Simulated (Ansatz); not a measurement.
A geometry of BaTiO3 away from equilibrium: step 3 of the relaxation of a generated cell, BaTiO3 placed in the LiNbO3 structure type. Method: r2SCAN (plane waves to 500 eV, PAW, scalar-relativistic; Ansatz, a program for electronic structure). Γ-centred k-mesh 5×5×5 on the run's cell (coarser than for final values), Fermi–Dirac smearing 0.05 eV. The plane waves were selected for a different cell earlier on the path.

```
BaTiO3
1.0
    2.84629     1.64331     4.73440
   -2.84629     1.64331     4.73440
    0.00000    -3.28661     4.73440
Ba Ti O
2 2 6
Cartesian
  0.00000   0.00000  10.32929
  0.00000   0.00000   3.22769
  0.00000   0.00000  13.88562
  0.00000   0.00000   6.78402
 -0.30625   1.71399   8.26068
  1.63748  -0.59178   8.26068
 -1.33124  -1.12222   8.26068
  1.20881   1.05153   5.89348
  0.30625  -1.57262   5.89348
 -1.51506   0.52109   5.89348
```

**Question.** What forces act on the atoms (eV/Å)?

**Answer.** 
```tsv
atom	Fx	Fy	Fz
Ba1	0.00	0.00	0.70
Ba2	0.00	0.00	0.70
Ti3	0.00	0.00	-0.05
Ti4	0.00	0.00	-0.05
O5	0.84	-0.30	-0.22
O6	-0.68	-0.57	-0.22
O7	-0.16	0.88	-0.22
O8	0.68	-0.57	-0.22
O9	-0.84	-0.30	-0.22
O10	0.16	0.88	-0.22
```

The path ends in R3m (No. 160). No spin polarisation in the result.

The run could not lose the symmetry of its start; a randomly shaken copy of 10 atoms returns to this structure.

The first start was generated by placing the elements on the sites of a structure type. A measured structure of BaTiO3 has the same space group, R3m (No. 160); the sites were not compared with it. Another known form has space group No. 99.
